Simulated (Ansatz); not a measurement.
Relaxed-ion elastic tensor of TaAs (CsCl type, Pm-3m) in GPa (Voigt order), the program Ansatz at the PBEsol level (PAW); density 13.23 g/cm³, 16.06 Å³ per atom.

|  | 1 | 2 | 3 | 4 | 5 | 6 |
|---|---|---|---|---|---|---|
| 1 | 380 | 102 | 102 | 0.0 | 0.0 | 0.0 |
| 2 | 102 | 380 | 102 | 0.0 | 0.0 | 0.0 |
| 3 | 102 | 102 | 380 | 0.0 | 0.0 | 0.0 |
| 4 | 0.0 | 0.0 | 0.0 | 128 | 0.0 | 0.0 |
| 5 | 0.0 | 0.0 | 0.0 | 0.0 | 128 | 0.0 |
| 6 | 0.0 | 0.0 | 0.0 | 0.0 | 0.0 | 128 |

Is the crystal mechanically stable?

Yes: the smallest eigenvalue of C is 128 GPa.

Work out the Voigt, Reuss and Hill averages.

K_V = 195, K_R = 195, K_H = 195; G_V = 132, G_R = 132, G_H = 132 GPa.

Give Young's modulus, Poisson's ratio, Pugh's ratio and the universal anisotropy index.

E = 9KG/(3K + G) = 324 GPa; ν = 0.22; K/G = 1.47 (brittle by the Pugh limit of 1.75); A_U = 5G_V/G_R + K_V/K_R − 6 = 0.01.

Estimate the sound speeds and the Debye temperature.

v_l = √((K + 4G/3)/ρ) = 5300 m/s, v_t = √(G/ρ) = 3160 m/s, mean 3500 m/s; Θ = (h/k)(3n/4πV)^(1/3) v_m = 413 K.

Give the Zener ratio and Young's modulus along [100], [110] and [111].

A = 2C44/(C11 − C12) = 0.92; 1/E = S11 − 2(S11 − S12 − S44/2)Γ with Γ = 0, 1/4, 1/3 gives 337, 320, 315 GPa.

A made-up cell: these elements were put on the sites of a structure type; neither database checked (COD, Materials Project) lists it. It is not the phase usual at ambient conditions (space group No. 109). Symmetry was held in the PBEsol relaxation; whether a distortion lowers the energy is not shown. The run is not spin-polarised. As this level gives no gap, shear constants depend on the k-mesh and smearing (Fermi–Dirac, 0.1 eV here). Scalar-relativistic: spin–orbit coupling is off unless named, which matters more the heavier the elements.

Potentials: the earlier of the program's two PAW sets. The files were generated under PBE; for other functionals the program regenerates the frozen cores, and for LDA and PBEsol the local potential too.
